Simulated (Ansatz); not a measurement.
A geometry of P away from equilibrium: step 2 of the relaxation of a relaxed P cell shaken by Gaussian noise of σ = 0.08 Å a coordinate. All values below come from r2SCAN (plane waves to 500 eV, PAW, scalar-relativistic; Ansatz, a quantum-chemistry and plane-wave program). Γ-centred k-mesh 4×4×4 on the run's cell (coarser than for final values), Fermi–Dirac smearing 0.05 eV.

```xyz
8
Lattice="5.5331 0.0080 -0.0314 0.0080 5.5320 -0.0475 -0.0314 -0.0475 5.6070" Properties=species:S:1:pos:R:3 pbc="T T T"
P      4.0143     3.9456     4.0576
P      1.3071     4.1082     1.5169
P      1.4226     1.2959     4.2109
P      4.1940     1.5701     1.3482
P      2.7564     2.7683     2.8968
P      0.0484     5.3900     2.7008
P      2.7559     0.1559     5.3829
P      5.4286     2.7325     0.0985
```

### Question
Which atoms carry the largest force, and which way does it point?

### Answer
0.66 eV/Å, on P8 (atoms numbered as listed); on P8 its components are (-0.04, 0.45, 0.48).

### Question
What is the pressure?

### Answer
+0.1 GPa, compression positive.

### Question
How much energy per atom can still be gained by relaxing?

### Answer
0.61 eV/atom; the path ends in Cmce (No. 64) (black phosphorus structure).

No spin polarisation in the result. Without a van der Waals term the distances between weakly bound units are poorly fixed.

Of the parent cell (P4₃32 (No. 212)): it is a generated cell of P: the first start was made by placing the elements on the sites of a structure type, and the end was not matched to a known phase here, so it may be hypothetical. Known forms of P include space group No. 64.
